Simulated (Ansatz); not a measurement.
According to DFT-PBE in the program Ansatz with PAW potentials, Ir in the diamond structure (Fd-3m) relaxes to a = 5.568 Å. Ir has 4 nearest neighbours from 2.41 Å (tetrahedral).

Electronic character: metallic (no gap). Gap from PBE with spin–orbit coupling: none (metallic).

An equation-of-state fit gives a bulk modulus of 184 GPa.

The start of the workflow was typed in or built on a structure type; neither database checked (COD, Materials Project) lists it. It is not the phase usual at ambient conditions (space group No. 225). Symmetry was held in the PBE relaxation; its stability against distortions is not shown here. The run is not spin-polarised. Spin–orbit coupling is left out wherever it is not named.

Potentials: the later of the program's two PAW sets.
